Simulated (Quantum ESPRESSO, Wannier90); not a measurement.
# Tight-binding from DFT: InN (wurtzite)

```xyz
4
Lattice="3.5506 0.0000 0.0000 -1.7753 3.0749 0.0000 0.0000 0.0000 5.7326" Properties=species:S:1:pos:R:3 pbc="T T T"
In    -1.7753     1.0250    -2.8635
In     1.7753    -1.0250     0.0028
N     -1.7753     1.0250    -0.6907
N      1.7753    -1.0250     2.1756
```

Cell from Materials Project (mp-22205), symmetrised, no further relaxation. COD (Crystallography Open Database) has the formula in 2 space groups, this one among them (matched by group alone). Method: PBE plane waves in Quantum ESPRESSO 7.5 (PseudoDojo norm-conserving files, 68 Ry, no spin polarisation, no spin-orbit coupling), Bloch states on a 12×12×6 mesh through Γ, Wannier90 4.0.1. Density: 12×12×6 mesh, Gaussian smearing 0.01 Ry. Spin-orbit coupling is left out although heavy elements are present.

A tight-binding model is made by disentanglement and projection with no localisation steps (num_iter = 0), so the 16 orbitals stay atom-like: hydrogen-like In: s;p; N: s;p, axes along x, y, z; frozen window up to 1.50 eV relative to the Fermi level. It follows pw.x to 0.3 meV rms for states up to 1.0 eV relative to the Fermi level. Matrix elements depend on this choice of orbitals and windows. Bands 3–12 (In 4d 89 %, N 2s 6 %) lie between the kept ones and are excluded.

Question: What are the on-site energies relative to the Fermi level, and how fast do the hoppings decay?

Answer: 
```tsv
atom	orbitals	energy (eV)
In1	s	1.66
In1	pz	7.28
In1	px py	7.16
In2	s	1.66
In2	pz	7.28
In2	px py	7.16
N3	s	-13.60
N3	pz	-0.42
N3	px py	-0.39
N4	s	-13.60
N4	pz	-0.42
N4	px py	-0.39
```

```tsv
distance of the centres (Å)	largest modulus (eV)
2–3	2.8
3–4	0.95
4–5	0.11
5–6	0.18
6–7	0.054
7–8	0.043
8–9	0.019
9–10	0.0063
10–11	0.0023
11–12	0.0034
12–13	0.0012
```
